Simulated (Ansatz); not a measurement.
The start is a relaxed Co cell, doubled along one cell vector, shaken by Gaussian noise of σ = 0.08 Å a coordinate. A full variable-cell relaxation at zero pressure is run with PBE (plane waves to 420 eV, PAW, scalar-relativistic; Ansatz, a first-principles code). The first steps use a coarse 15×8×4 k-mesh.

Initial structure:
```
Co
1.0
    2.49398     0.00000     0.00000
   -2.49398     4.31970     0.00000
    0.00000     0.00000     8.08904
Co
8
Cartesian
 -0.07645  -0.10087   0.03192
 -1.26978   2.15959  -0.01640
 -0.00851  -0.00350   3.95073
 -1.23788   2.15312   4.01678
  0.03849   1.45475   2.04792
 -1.17147   3.40110   2.14370
  1.14052   0.72687   6.19974
  0.05492   2.85872   6.07848
```
Spin-polarised start, with parallel moments on Co.

Question: What pressure does the first self-consistent step give?

Answer: +3.4 GPa (positive: the cell is compressed).

Question: Which atoms feel the largest initial force, and how large is it?

Answer: 2.55 eV/Å, on Co6 (atoms numbered as listed).

Question: By how much does the energy per atom fall from start to end?

Answer: 0.06 eV/atom.

Question: Does it find its way back to the structure it was made from?

Answer: It returns to the parent structure, P6₃/mmc (No. 194).

Question: Is the relaxed structure metallic? Give its gap.

Answer: Zero (metallic).

Question: What magnetic moments remain?

Answer: Net 1.64 μB/atom, ferromagnetic.

Final values are on a 21×21×6 k-mesh of the relaxed cell. Spin state reached: ferromagnetic (net 1.64 μB/atom), from parallel starting moments; other spin orders were not run from this start.

The relaxed structure here is a generated cell of Co: the first start was made by placing the elements on the sites of a structure type, and the end was not matched to a known phase here, so it may be hypothetical. A known form of Co has the same space group; whether the sites agree was not checked.
